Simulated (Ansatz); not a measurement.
YN:
```
CELL_PARAMETERS angstrom
      0.00000     2.45318     2.45318
      2.45318     0.00000     2.45318
      2.45318     2.45318     0.00000
ATOMIC_POSITIONS crystal
  Y  0.00000 0.00000 0.00000
  N  0.50000 0.50000 0.50000
```

Plane-wave PAW PBE (Ansatz code) gives a gap of 0.21 eV without spin–orbit coupling, maximum at Γ, minimum at X.

What happens when spin–orbit coupling is switched on?

The gap drops by 0.02 eV, to 0.19 eV; maximum at Γ, minimum at X.

How large is the spin–orbit splitting of the valence top at Γ?

The fourfold level lies 0.06 eV above the split-off pair.

Give the electron effective mass with spin–orbit coupling.

0.11, 0.11, 1.3 mₑ (principal values).

Give the hole effective mass with spin–orbit coupling, band 1 of 2 at the edge.

1.0 along [100], 0.60 along [110], 0.48 along [111] (mₑ).

Give the hole effective mass with spin–orbit coupling, band 2 of 2 at the edge.

0.23 along [100], 0.27 along [110], 0.30 along [111] (mₑ).

Space group Fm-3m (rock salt). Symmetry was held in the PBE relaxation. No spin polarisation was allowed.

Potentials: the earlier of the program's two PAW sets.
